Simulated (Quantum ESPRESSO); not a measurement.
Si3O4NF, finding a planted mistake in a log

A calculation, not a measurement. The program is pw.x of Quantum ESPRESSO 7.5 (plane-wave density functional theory). The cell is made up: 9 atoms on a quartz lattice, with randomly drawn elements, strain and displacements, not relaxed. PseudoDojo standard norm-conserving files (v0.5 for PBE, v0.4.1 for LDA and PBEsol) set the functional; there is no spin polarisation, spin-orbit coupling or dispersion term, and the masses in the input are unused placeholders.

Intended input:

```
&control calculation='scf', pseudo_dir='./dojo.nc.sr.pbe.v0_5.standard.upf', outdir='./o', disk_io='low', tprnfor=.true., tstress=.true. /
&system ibrav=0, nat=9, ntyp=4, nbnd=30, ecutwfc=84.00895049, nosym=.true., tot_charge=0,
 occupations='smearing', smearing='fd', degauss=0.0018374661
/
&electrons conv_thr=7.350e-09, electron_maxstep=60, /
ATOMIC_SPECIES
F 1.0 F.upf
N 1.0 N.upf
O 1.0 O.upf
Si 1.0 Si.upf
CELL_PARAMETERS angstrom
4.9682 -0.0123 0.0069
-2.4947 4.1812 0.0064
0.0076 0.0124 5.3119
ATOMIC_POSITIONS angstrom
Si 2.2711 -0.0694 3.5842
Si -1.2043 1.9855 1.7121
Si 1.3286 2.2347 -0.0055
O 1.4139 1.1437 4.1358
O 3.3072 0.6318 2.509
N 2.7571 2.4512 0.7409
F 0.2181 1.717 1.1656
O -1.106 3.0332 2.996
O 0.8094 3.5713 4.6965
K_POINTS automatic
5 5 4 1 1 1
```

The log is shortened where brackets say so; the opening notice, blank lines, dates and the lines on written files are dropped, and the path of the files is cut. It prints rydbergs, bohrs and kilobars, and counts compression as positive stress. Where no state is partly filled, the Fermi energy that it prints is only some level between the filled and the empty states on the mesh, and need not lie in the true gap.

Log of the intended run:

```
     Program PWSCF v.7.5
     Parallel version (MPI & OpenMP), running on       4 processor cores
     Number of MPI processes:                 4
     Threads/MPI process:                     1
     [start-up lines left out]
     bravais-lattice index     =            0
     lattice parameter (alat)  =       9.3886  a.u.
     unit-cell volume          =     743.5347 (a.u.)^3
     number of atoms/cell      =            9
     number of atomic types    =            4
     number of electrons       =        48.00
     number of Kohn-Sham states=           30
     kinetic-energy cutoff     =      84.0090  Ry
     charge density cutoff     =     336.0358  Ry
     scf convergence threshold =      7.3E-09
     mixing beta               =       0.7000
     number of iterations used =            8  plain     mixing
     Exchange-correlation= PBE
                           (   1   4   3   4   0   0   0)
     [axes and pseudopotential details left out]
   Cartesian axes
     site n.     atom                  positions (alat units)
         1        Si     tau(   1) = (   0.4571255  -0.0139688   0.7214254  )
         2        Si     tau(   2) = (  -0.2424007   0.3996401   0.3446103  )
         3        Si     tau(   3) = (   0.2674197   0.4497989  -0.0011070  )
         4        O      tau(   4) = (   0.2845888   0.2302032   0.8324511  )
         5        O      tau(   5) = (   0.6656710   0.1271683   0.5050098  )
         6        N      tau(   6) = (   0.5549472   0.4933759   0.1491279  )
         7        F      tau(   7) = (   0.0438990   0.3455966   0.2346112  )
         8        O      tau(   8) = (  -0.2226149   0.6105205   0.6030329  )
         9        O      tau(   9) = (   0.1629155   0.7188289   0.9453084  )
     number of k points=    50  Fermi-Dirac smearing, width (Ry)=  0.0018
                       cart. coord. in units 2pi/alat
        k(    1) = (   0.1002807   0.1784769   0.1163524), wk =   0.0400000
        k(    2) = (   0.0999546   0.1779244   0.3501791), wk =   0.0400000
     [further k points left out]
     Dense  grid:    77339 G-vectors     FFT dimensions: (  60,  54,  60)
     Estimated max dynamical RAM per process >     157.09 MB
     Estimated total dynamical RAM >     571.73 MB
     Initial potential from superposition of free atoms
     starting charge      47.9981, renormalised to      48.0000
     Starting wfcs are   36 randomized atomic wfcs
     total cpu time spent up to now is        4.3 secs
     per-process dynamical memory:   123.4 Mb
     Self-consistent Calculation
     iteration #  1     ecut=    84.01 Ry     beta= 0.70
     Davidson diagonalization with overlap
     ethr =  1.00E-02,  avg # of iterations =  3.1
     total cpu time spent up to now is       12.4 secs
     total energy              =    -227.17555318 Ry
     estimated scf accuracy    <       2.76013692 Ry
     iteration #  2     ecut=    84.01 Ry     beta= 0.70
     Davidson diagonalization with overlap
     ethr =  5.75E-03,  avg # of iterations =  3.0
     total cpu time spent up to now is       20.8 secs
     total energy              =    -227.96093525 Ry
     estimated scf accuracy    <       1.76037260 Ry
     [iterations 3 to 9 left out]
     iteration # 10     ecut=    84.01 Ry     beta= 0.70
     Davidson diagonalization with overlap
     ethr =  2.46E-10,  avg # of iterations =  4.0
     total cpu time spent up to now is       76.3 secs
     total energy              =    -228.29649577 Ry
     estimated scf accuracy    <       0.00000007 Ry
     iteration # 11     ecut=    84.01 Ry     beta= 0.70
     Davidson diagonalization with overlap
     ethr =  1.40E-10,  avg # of iterations =  2.0
     total cpu time spent up to now is       81.1 secs
     End of self-consistent calculation
     [lines on levels left out]
     the Fermi energy is     6.8134 ev
!    total energy              =    -228.29649578 Ry
     estimated scf accuracy    <          3.3E-09 Ry
     smearing contrib. (-TS)   =       0.00000000 Ry
     internal energy E=F+TS    =    -228.29649578 Ry
     The total energy is F=E-TS. E is the sum of the following terms:
     one-electron contribution =    -105.49830931 Ry
     hartree contribution      =      79.07741943 Ry
     xc contribution           =     -61.39198826 Ry
     ewald contribution        =    -140.48361764 Ry
     convergence has been achieved in  11 iterations
     Forces acting on atoms (cartesian axes, Ry/au):
     atom    1 type  4   force =     0.13133808    0.12420079   -0.00709236
     atom    2 type  4   force =    -0.10956119   -0.05699857    0.30056587
     atom    3 type  4   force =     0.18446150   -0.01397786   -0.03859798
     atom    4 type  3   force =    -0.07862952    0.01974364    0.03334300
     atom    5 type  3   force =     0.01317240   -0.05178862   -0.00423777
     atom    6 type  2   force =    -0.18610787    0.09044754   -0.20629770
     atom    7 type  1   force =     0.13348854   -0.05489939   -0.02564604
     atom    8 type  3   force =    -0.03841619   -0.10110328   -0.07215238
     atom    9 type  3   force =    -0.04974576    0.04437576    0.02011537
     Total force =     0.559648     Total SCF correction =     0.000063
     Computing stress (Cartesian axis) and pressure
          total   stress  (Ry/bohr**3)                   (kbar)     P=      210.15
   0.00169610  -0.00041268   0.00060362          249.50      -60.71       88.80
  -0.00041268   0.00121567  -0.00015957          -60.71      178.83      -23.47
   0.00060362  -0.00015957   0.00137401           88.80      -23.47      202.12
     init_run     :      3.89s CPU      4.13s WALL (       1 calls)
     electrons    :     76.13s CPU     76.82s WALL (       1 calls)
     forces       :      1.14s CPU      1.18s WALL (       1 calls)
     stress       :      3.72s CPU      3.72s WALL (       1 calls)
     [timing details left out]
     PWSCF        :   1m25.09s CPU   1m26.14s WALL
     JOB DONE.
```

A second run was made from an input with one planted mistake. Its log:

```
     Program PWSCF v.7.5
     Parallel version (MPI & OpenMP), running on       4 processor cores
     Number of MPI processes:                 4
     Threads/MPI process:                     1
     [start-up lines left out]
     bravais-lattice index     =            0
     lattice parameter (alat)  =       9.3886  a.u.
     unit-cell volume          =     743.5347 (a.u.)^3
     number of atoms/cell      =            9
     number of atomic types    =            4
     number of electrons       =        49.00
     number of Kohn-Sham states=           31
     kinetic-energy cutoff     =      84.0090  Ry
     charge density cutoff     =     336.0358  Ry
     scf convergence threshold =      7.3E-09
     mixing beta               =       0.7000
     number of iterations used =            8  plain     mixing
     Exchange-correlation= PBE
                           (   1   4   3   4   0   0   0)
     [axes and pseudopotential details left out]
   Cartesian axes
     site n.     atom                  positions (alat units)
         1        Si     tau(   1) = (   0.4571255  -0.0139688   0.7214254  )
         2        Si     tau(   2) = (  -0.2424007   0.3996401   0.3446103  )
         3        Si     tau(   3) = (   0.2674197   0.4497989  -0.0011070  )
         4        O      tau(   4) = (   0.2845888   0.2302032   0.8324511  )
         5        O      tau(   5) = (   0.6656710   0.1271683   0.5050098  )
         6        N      tau(   6) = (   0.5549472   0.4933759   0.1491279  )
         7        F      tau(   7) = (   0.0438990   0.3455966   0.2346112  )
         8        O      tau(   8) = (  -0.2226149   0.6105205   0.6030329  )
         9        O      tau(   9) = (   0.1629155   0.7188289   0.9453084  )
     number of k points=    50  Fermi-Dirac smearing, width (Ry)=  0.0018
                       cart. coord. in units 2pi/alat
        k(    1) = (   0.1002807   0.1784769   0.1163524), wk =   0.0400000
        k(    2) = (   0.0999546   0.1779244   0.3501791), wk =   0.0400000
     [further k points left out]
     Dense  grid:    77339 G-vectors     FFT dimensions: (  60,  54,  60)
     Estimated max dynamical RAM per process >     159.76 MB
     Estimated total dynamical RAM >     582.40 MB
     Initial potential from superposition of free atoms
     starting charge      47.9981, renormalised to      49.0000
     Starting wfcs are   36 randomized atomic wfcs
     total cpu time spent up to now is        4.1 secs
     per-process dynamical memory:   125.3 Mb
     Self-consistent Calculation
     iteration #  1     ecut=    84.01 Ry     beta= 0.70
     Davidson diagonalization with overlap
     ethr =  1.00E-02,  avg # of iterations =  3.5
     total cpu time spent up to now is       11.3 secs
     total energy              =    -226.73667759 Ry
     estimated scf accuracy    <       1.98371369 Ry
     iteration #  2     ecut=    84.01 Ry     beta= 0.70
     Davidson diagonalization with overlap
     ethr =  4.05E-03,  avg # of iterations =  3.1
     total cpu time spent up to now is       17.8 secs
     total energy              =    -227.28837079 Ry
     estimated scf accuracy    <       1.53131811 Ry
     [iterations 3 to 10 left out]
     iteration # 11     ecut=    84.01 Ry     beta= 0.70
     Davidson diagonalization with overlap
     ethr =  1.06E-10,  avg # of iterations =  2.5
     total cpu time spent up to now is       71.2 secs
     total energy              =    -227.58905666 Ry
     estimated scf accuracy    <       0.00000001 Ry
     iteration # 12     ecut=    84.01 Ry     beta= 0.70
     Davidson diagonalization with overlap
     ethr =  2.68E-11,  avg # of iterations =  2.7
     total cpu time spent up to now is       76.4 secs
     End of self-consistent calculation
     [lines on levels left out]
     the Fermi energy is    10.1702 ev
!    total energy              =    -227.58905666 Ry
     estimated scf accuracy    <          3.6E-10 Ry
     smearing contrib. (-TS)   =      -0.00017519 Ry
     internal energy E=F+TS    =    -227.58888147 Ry
     The total energy is F=E-TS. E is the sum of the following terms:
     one-electron contribution =    -104.29513200 Ry
     hartree contribution      =      79.32368183 Ry
     xc contribution           =     -62.13381367 Ry
     ewald contribution        =    -140.48361764 Ry
     convergence has been achieved in  12 iterations
     Forces acting on atoms (cartesian axes, Ry/au):
     atom    1 type  4   force =     0.12106155    0.11590030   -0.01098606
     atom    2 type  4   force =    -0.07259090   -0.03881812    0.26002122
     atom    3 type  4   force =     0.15501935   -0.03121066   -0.00887474
     atom    4 type  3   force =    -0.05186273    0.00776034   -0.00953307
     atom    5 type  3   force =     0.00830533   -0.04920482    0.00602353
     atom    6 type  2   force =    -0.18047357    0.09970825   -0.20565202
     atom    7 type  1   force =     0.11368122   -0.09464100    0.02415051
     atom    8 type  3   force =    -0.06539345   -0.09016735   -0.03604949
     atom    9 type  3   force =    -0.02774680    0.08067307   -0.01909988
     Total force =     0.511533     Total SCF correction =     0.000017
     Computing stress (Cartesian axis) and pressure
          total   stress  (Ry/bohr**3)                   (kbar)     P=      451.30
   0.00345179  -0.00033696   0.00023991          507.78      -49.57       35.29
  -0.00033696   0.00270781  -0.00013793          -49.57      398.33      -20.29
   0.00023991  -0.00013793   0.00304410           35.29      -20.29      447.80
     init_run     :      3.70s CPU      3.95s WALL (       1 calls)
     electrons    :     71.57s CPU     72.43s WALL (       1 calls)
     forces       :      1.11s CPU      1.16s WALL (       1 calls)
     stress       :      3.70s CPU      3.70s WALL (       1 calls)
     [timing details left out]
     PWSCF        :   1m20.23s CPU   1m21.47s WALL
     JOB DONE.
```

Question: what was wrong in the second input?

Answer: the cell has the wrong charge. The input lines that differ, file-writing options aside:

```
- &system ibrav=0, nat=9, ntyp=4, nbnd=30, ecutwfc=84.00895049, nosym=.true., tot_charge=0,
+ &system ibrav=0, nat=9, ntyp=4, nbnd=31, ecutwfc=84.00895049, nosym=.true., tot_charge=-1,
```

|  | intended run | run with the mistake |
| --- | --- | --- |
| free energy (eV) | -3106.132 | -3096.507 |
| smearing term -TS (eV) | 0.0000 | -0.0024 |
| pressure (GPa) | 21.02 | 45.13 |
| largest force component (eV/Å) | 7.728 | 6.685 |
| largest change of a force component (eV/Å) |  | 1.280 |
| iterations | 11 | 12 |

For scale, a rerun of the intended cell at a cutoff of 1437 eV and k mesh 7 x 7 x 6 moved values by no more than 0.003 eV in energy, 0.02 GPa in stress and 0.002 eV/Å in force. The charged cell sits in a uniform background, so its energy and stress rest on the program's zero of potential. The number of bands, nbnd, was set by rule from the electron count and the smearing, so it follows the mistake.